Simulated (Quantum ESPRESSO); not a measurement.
# AlGa2Ru3Ta2 in 6 site orders

These are calculations, not measurements. They come from Quantum ESPRESSO 7.5, a public plane-wave density functional program. Each row is one single-point run on a made-up periodic cell of eight metal atoms, with elements, volume, strain and displacements drawn at random and not relaxed, so a cell may be unstable or far from any real phase. There is no spin polarisation or spin-orbit coupling.

Settings: PBE unless stated; PseudoDojo standard norm-conserving files; Fermi-Dirac width 0.25 eV, which means electrons at about 2900 K; cutoff 1143 eV; 5 x 5 x 5 k mesh shifted half a step off Gamma. E is the free energy of the whole cell (internal energy minus TS), so a -TS column is already part of it. Stress is positive in tension, and the pressure P is minus a third of its trace.

Checks: one run of this series was repeated at a higher cutoff and on a denser mesh, which moved values by no more than 0.005 eV, 0.08 GPa and 0.005 eV/Å, and a second program with other atomic files agreed on it to 2 % rms in force and 0.5 GPa in pressure. Known limits: heavy elements are run without spin-orbit coupling, which real alloys of them have; a spin test at this wide smearing found no moment, but such smearing suppresses magnetism that the real alloy may have.

The lattice is face-centred cubic, and the cell vectors in Å are (2.041, 3.909, 1.923); (0.054, 3.892, -3.865); (-3.877, 3.818, -0.021), a volume of 117.96 Å³. The runs put one composition on the same eight displaced sites in different orders. E is counted from run 1, and the rms force is over all 24 components. Nothing is relaxed, so E mixes bonding between neighbours with strain on unrelaxed sites, and it is not an ordering energy.

| run | elements on sites 1 to 8 | E (eV) | -TS (eV) | rms force (eV/Å) | largest force (eV/Å) | P (GPa) |
|---|---|---|---|---|---|---|
| 1 | Ta Ru Ga Al Ru Ru Ga Ta | 0.000 | -1.188 | 0.509 | 1.46 | 8.48 |
| 2 | Ru Ru Ru Ta Ga Al Ga Ta | 0.257 | -1.250 | 0.592 | 2.11 | ? |
| 3 | Ga Ta Ru Ta Ru Al Ru Ga | 0.340 | -1.349 | 0.461 | 1.44 | 9.42 |
| 4 | Ta Ru Ga Ru Ru Ga Al Ta | 0.226 | -1.283 | 0.446 | 1.05 | 8.89 |
| 5 | Ru Ru Ga Ta Al Ta Ru Ga | 0.587 | -1.342 | 0.554 | 1.55 | 10.59 |
| 6 | Ru Ru Ga Al Ga Ta Ru Ta | 0.370 | -1.316 | 0.569 | 1.95 | 9.44 |

## Worked fit

A straight line through the runs shown gives P = 8.27 + 3.58 E GPa with E in eV, an error of 0.53 on the slope and a scatter of 0.23 GPa. At this fixed volume the orders of higher energy tend to have the higher pressure.

## Withheld value

Question: what pressure should run 2 give?

The fit gives 9.19 ± 0.25 GPa. The calculation gave 9.83 GPa. This run lies off the fit by more than twice that error, so something that the fit leaves out matters here.
